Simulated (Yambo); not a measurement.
A G0W0@PBEsol run in Yambo for AgCl (space group P2_1/m, No. 11) (4×4×2 Γ-centred k mesh, bands 9 to 136 and a 7 Ry block in the screening, 136 bands in G with the Bruneval-Gonze terminator, plasmon pole fitted at 27.2 eV) gives these matrix elements, in eV, at the band edges ((-0.5, 0, -0.5) → Γ):

```json
[
 {"state": "valence edge", "E0": "0.000", "<Vxc>": "-21.377", "<Σx>": "-26.327", "<Σc(E0)>": "3.783", "Z": "0.799"},
 {"state": "conduction edge", "E0": "0.679", "<Vxc>": "-11.947", "<Σx>": "-7.734", "<Σc(E0)>": "-3.556", "Z": "0.828"}
]
```

Solve the linearised quasiparticle equation for both states, give the gap, and say how exchange and correlation each act on it.

E = E0 + Z(Σx + Σc − Vxc). Valence: 0.000 + 0.799 × (-26.327 + (3.783) − (-21.377)) = -0.93 eV. Conduction: 0.679 + 0.828 × (-7.734 + (-3.556) − (-11.947)) = 1.22 eV. The gap is 2.16 eV, against 0.68 eV in PBEsol. Replacing Vxc by bare exchange alone would open it by 9.16 eV; correlation takes back 7.34 eV of that, and Z scales what is left. Nearest settings tried, and what they do to the gap: 92 bands in G: +8 meV; 70 bands in W: +138 meV; 6 Ry block (129 vectors against 167): -23 meV. Not varied: mesh. So the settings aren't converged at that level. Spin-orbit splittings are left out.

Geometry relaxed with PBEsol; primitive cell a = 3.8466 Å, b = 3.8424 Å, c = 5.4144 Å, α = γ = 90.00°, β = 97.28°.

This is not the ordinary phase of the substance; no match was found in the copy of COD used, and its stability was not checked.
